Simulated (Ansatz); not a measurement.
Two-dimensional strain map in CdS

These are results of DFT r2SCAN, scalar-relativistic, plane waves, PAW in Ansatz 0.2.0, not measurements. The runs took a 500 eV cutoff, a Γ-centred 12×12×4 mesh and Gaussian smearing (0.05 eV). No spin polarisation. Energies are free energies at this smearing, counted from the undisturbed cell; pressure is positive in compression.

Reference structure (as given, not relaxed at this level; it stands at 1.1 GPa):

```
Cd S
1.0
     4.13480    0.00000    0.00000
    -2.06740    3.58084    0.00000
     0.00000    0.00000    6.74900
Cd S
2 2
Direct
  0.33333 0.66667 0.00000
  0.66667 0.33333 0.50000
  0.33333 0.66667 0.38500
  0.66667 0.33333 0.88500
```

The cell is strained by p along both x and y and by q along z, fractional coordinates fixed. Points are written (p, q).

Energy above the undisturbed cell in meV/atom (a dash: not computed):

| p \ q | -0.050 | -0.025 | 0.000 | 0.025 | 0.050 |
| --- | --- | --- | --- | --- | --- |
| -0.050 | 161.7 | 129.3 | 112.3 | 107.0 | 110.7 |
| -0.025 | ? | – | ? | – | 44.8 |
| 0.000 | 23.3 | 4.4 | 0.0 | 6.7 | 21.7 |
| 0.025 | 13.2 | – | 1.0 | – | 32.2 |
| 0.050 | 31.3 | 23.4 | ? | ? | 69.0 |

(1) Fill in the withheld energies.

Results:

(1) (-0.025, -0.050): 69.5; (-0.025, 0.000): 33.9; (0.050, 0.000): 29.1; (0.050, 0.025): 45.2.